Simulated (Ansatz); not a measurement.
YLu3: what a change of scf.initial_density.chi_scale does

Level of theory: PBEsol, no spin polarisation, scalar-relativistic; Ansatz, plane waves to 420 eV (PAW set soft_2), k-mesh 3×3×3. These are the settings of the reference run.

Cell:

```
cell
1.0
    -6.9739    0.0000    5.4014
     3.4869   -6.0395    5.4014
     3.4869    6.0395    5.4014
Lu Y
18 6
Direct
  0.0833 0.9183 0.2483
  0.4167 0.2517 0.5817
  0.7500 0.5850 0.9150
  0.9150 0.7500 0.5850
  0.2483 0.0833 0.9183
  0.5817 0.4167 0.2517
  0.2517 0.5817 0.4167
  0.5850 0.9150 0.7500
  0.9183 0.2483 0.0833
  0.9167 0.0817 0.7517
  0.2500 0.4150 0.0850
  0.5833 0.7483 0.4183
  0.0850 0.2500 0.4150
  0.4183 0.5833 0.7483
  0.7517 0.9167 0.0817
  0.7483 0.4183 0.5833
  0.0817 0.7517 0.9167
  0.4150 0.0850 0.2500
  0.2500 0.9167 0.5833
  0.5833 0.2500 0.9167
  0.9167 0.5833 0.2500
  0.7500 0.0833 0.4167
  0.0833 0.4167 0.7500
  0.4167 0.7500 0.0833
```

The reference run of this cell is solved again as a single point with these keys changed:

| key | reference run | changed run |
| --- | --- | --- |
| scf.initial_density.chi_scale | not typed | 0.0 |

Problem. How does the changed run end?

Solution. 

| quantity | reference run | changed run |
| --- | --- | --- |
| energy, changed less reference (meV an atom) | 0 | 0.0 |
| pressure (GPa) | 0.0 | 0.0 |
| largest force (eV/Å) | 0.01 | 0.01 |
| gap on the mesh (eV) | 0.00 | 0.00 |

The results hardly move, so this setting matters little here, or the typed value is the one that the program takes anyway. It took 10 iterations.

Caveats: a single point, atoms not relaxed again.
